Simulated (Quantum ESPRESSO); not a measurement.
```cif
data_AsGa2P
_chemical_formula_sum 'P1 Ga2 As1'
_space_group_name_H-M_alt 'P 1'
_space_group_IT_number 1
_cell_length_a 6.79431
_cell_length_b 6.79431
_cell_length_c 6.79431
_cell_angle_alpha 33.576
_cell_angle_beta 33.576
_cell_angle_gamma 33.576
loop_
_space_group_symop_operation_xyz
  'x, y, z'
loop_
_atom_site_label
_atom_site_type_symbol
_atom_site_fract_x
_atom_site_fract_y
_atom_site_fract_z
_atom_site_occupancy
P1 P 0.37488 0.37488 0.37488 1
Ga1 Ga 0.00250 0.00250 0.00250 1
Ga2 Ga 0.49747 0.49747 0.49747 1
As1 As 0.87515 0.87515 0.87515 1
```

Cell and atoms were relaxed with PBEsol from Materials Project entry mp-1224789, within its symmetry.

Problem. What does PBEsol (pw.x of Quantum ESPRESSO, ONCV potentials, with spin-orbit coupling) give for the electronic structure near the Fermi level?

Solution. The PBEsol gap is direct, 0.86 eV at Γ. 

The structure is a Materials Project entry; no match was found in the copy of COD used, and its stability was not checked.
